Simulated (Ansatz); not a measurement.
Ansatz 0.2.0, relaxation: Ba2Os

Run with:

```bash
ansatz run input.yaml --threads 1 --pin off --max-ram 2560MiB --backend cpu --events-out ev --progress --plain --runs-dir out
```

input.yaml:

```yaml
crystal:
  lattice:
    - [0.0, 4.15764327, 0.0]
    - [4.15764327, 0.0, 0.0]
    - [2.07882214, 2.07882214, -7.39655665]
  atoms:
    - { symbol: Os, position: [0.0, 0.0, 0.0] }
    - { symbol: Ba, position: [0.37, 0.37, 0.26] }
    - { symbol: Ba, position: [0.63, 0.63, 0.74] }
  symmetry: { tolerance: 0.0003 }
kpoints:
  mp_grid: { grid: [5, 5, 5], shift: [0, 0, 0] }
magnetization:
  spin_polarized: false
scf:
  occupations: { method: fermi_dirac }
hamiltonian:
  pseudopotentials: { kind: paw }
  xc: rpbe
basis:
  ecutwfc: 420
output:
  forces: true
  stress: true
  eigenvalues: true
  write_density: true
  write_potential: true
  elf: true
  volumetric_format: npy
relax:
  max_steps: 40
  cell: {}
```

Origin of the cell: a known structure type with other elements, at an estimated volume, so it need not be a known compound.

The smearing width isn't typed, so it takes its default of 0.1 eV.

Output (shortened):

```
SCF iter   1: F=—  HF=-23313.632018 eV  Δρ=1.21e-2  dr2=5.30e-1
SCF iter   2: F=—  HF=-23313.605038 eV  Δρ=5.21e-3  dr2=8.75e-2
SCF iter   3: F=—  HF=-23313.600639 eV  Δρ=8.22e-4  dr2=1.34e-3
SCF iter   4: F=—  HF=-23313.600811 eV  Δρ=2.31e-4  dr2=3.34e-4
SCF iter   5: F=—  HF=-23313.600795 eV  Δρ=1.11e-4  dr2=1.96e-5
SCF iter   6: F=—  HF=-23313.600788 eV  Δρ=5.31e-5  dr2=3.11e-6
SCF iter   7: F=—  HF=-23313.600788 eV  Δρ=1.22e-5  dr2=3.56e-7
SCF iter   8: F=-23313.600788 eV  HF=-23313.600788 eV  Δρ=3.85e-6  dr2=2.33e-8
relax step   1: F+E_penalty+E_count = -23313.600788 eV  Δ(F+E_penalty+E_count) = +0.000e0 eV  max|allowed force component| = 1.045e0 eV/Å  Δτ_max = 0.0000 Å  P = -3.922 GPa  Ω = 127.857 Å³  ( […]
relax step   2: F+E_penalty+E_count = -23313.926043 eV  Δ(F+E_penalty+E_count) = -3.253e-1 eV  max|allowed force component| = 1.450e-2 eV/Å  Δτ_max = 0.1947 Å  P = -1.876 GPa  Ω = 123.114 Å³ […]
relax step   3: F+E_penalty+E_count = -23314.050212 eV  Δ(F+E_penalty+E_count) = -1.242e-1 eV  max|allowed force component| = 2.573e-1 eV/Å  Δτ_max = 0.0237 Å  P = +0.218 GPa  Ω = 114.328 Å³ […]
relax step   4: F+E_penalty+E_count = -23314.089418 eV  Δ(F+E_penalty+E_count) = -3.921e-2 eV  max|allowed force component| = 4.506e-2 eV/Å  Δτ_max = 0.0080 Å  P = +0.479 GPa  Ω = 112.926 Å³ […]
relax step   5: F+E_penalty+E_count = -23314.101804 eV  Δ(F+E_penalty+E_count) = -1.239e-2 eV  max|allowed force component| = 2.117e-2 eV/Å  Δτ_max = 0.0309 Å  P = +0.268 GPa  Ω = 115.570 Å³ […]
relax step   6: F+E_penalty+E_count = -23314.106595 eV  Δ(F+E_penalty+E_count) = -4.791e-3 eV  max|allowed force component| = 1.458e-2 eV/Å  Δτ_max = 0.0535 Å  P = +0.021 GPa  Ω = 119.896 Å³ […]
relax step   7: F+E_penalty+E_count = -23314.106656 eV  Δ(F+E_penalty+E_count) = -6.046e-5 eV  max|allowed force component| = 1.626e-3 eV/Å  Δτ_max = 0.0040 Å  P = +0.004 GPa  Ω = 119.711 Å³ […]
relax step   8: F+E_penalty+E_count = -23314.106853 eV  Δ(F+E_penalty+E_count) = -1.972e-4 eV  max|allowed force component| = 1.477e-3 eV/Å  Δτ_max = 0.0000 Å  P = +0.026 GPa  Ω = 119.711 Å³  stress off target by 5.89e-2 GPa […]
relax step   9: F+E_penalty+E_count = -23314.106917 eV  Δ(F+E_penalty+E_count) = -6.341e-5 eV  max|allowed force component| = 8.487e-4 eV/Å  Δτ_max = 0.0054 Å  P = -0.006 GPa  Ω = 120.198 Å³ […]
relax step  10: F+E_penalty+E_count = -23314.106941 eV  Δ(F+E_penalty+E_count) = -2.439e-5 eV  max|allowed force component| = 8.659e-4 eV/Å  Δτ_max = 0.0000 Å  P = -0.006 GPa  Ω = 120.198 Å³  stress off target by 1.15e-2 GPa […]
SCF 10 converged in 6 iterations: F = -23314.106941 eV  dr2 = 1.92e-12
basis re-selected at this cell: Δ(F+E_penalty+E_count) = -2.439e-5 eV, ΔP = -0.000 GPa vs the last step (what re-selecting the basis moved, of the pressure what is left beyond the Pulay corre […]
SCF converged after 6 iterations
Free energy (F): -23314.106941 eV
Harris-Foulkes:  -23314.106941 eV  (|F-HF|=1.09e-11)
Internal energy: -23313.961050 eV  (E = F + TS)
E sigma→0 (E₀):  -23314.033996 eV
Entropy (-TS):   -0.145891 eV (-48.630 meV/atom)
Fermi energy:    8.760879 eV
--- Per-component energies (eV) ---
  E_band       = -392.884012
  E_kinetic    = 903.379226
  E_local      = -3702.174845  (includes V_loc(G=0)·N_el)
  E_nonlocal   = 112.350536
  E_hartree    = 1563.235483
  E_xc         = -602.540985
  E_vxc        = -553.383140  (∫ρ·V_xc dr)
  E_paw        = -19495.320597  (= ΣΔE_a)
  E_vpaw       = -279.526769  (= ΣTr[D̂ρ^β])
  E_aug_tail   = -0.000067  (compensation charges beyond the density's cutoff)
  E_ewald      = -2092.766149
  E_core_change = -0.123652  (= ΣΔE_core)
  E_smearing   = -0.145891  (= −TS)
  Σ components = -23314.106941   (vs F -23314.106941, Δ=0.00e0)
--- Forces (eV/Å), atoms counted from 1 ---
  atom   1  Os     0.000000    -0.000000     0.000000
  atom   2  Ba    -0.000000    -0.000000     0.000866
  atom   3  Ba     0.000000     0.000000    -0.000866
  max |Σ_I F_I| component: 1.08e-19 eV/Å
--- Stress (GPa, compression-positive) ---
       -0.011488      -0.000000      -0.000000
       -0.000000      -0.011488      -0.000000
       -0.000000      -0.000000       0.004848
  P = ⅓ Tr σ = -0.0060 GPa (-0.060 kbar)
--- Relaxed structure (8 steps of the walk, 8 accepted, 2 SCFs on fresh bases) ---
  F+E_penalty+E_count = -23314.106941 eV   max|allowed force component| = 8.659e-4 eV/Å   (the final SCF, on the basis selected at the relaxed cell)
  cell:  # Å, volume = 120.1983 Å³
    - [-2.208e-15, 3.823796, 1.305e-7]
    - [3.823796, -2.208e-15, 1.305e-7]
    - [1.911898, 1.911898, -8.220702]
  atoms:
    - { symbol: Os, position: [0.0, 0.0, 0.0] }
    - { symbol: Ba, position: [0.390009, 0.390009, 0.219983] }
    - { symbol: Ba, position: [0.609991, 0.609991, 0.780017] }
```

Caveats: forces of this functional can be a tenth off on datasets made under PBE; no moments, though an odd count or open d shells may carry them; no spin-orbit coupling, though heavy elements are present; the k mesh is coarse if the cell is a metal; the relaxation held the start's symmetry, so the end may be a saddle point.

Time: 39 s on 1 thread of Arm Neoverse V2, with other jobs on the host, peak memory 0.4 GiB, from the program's own first density.
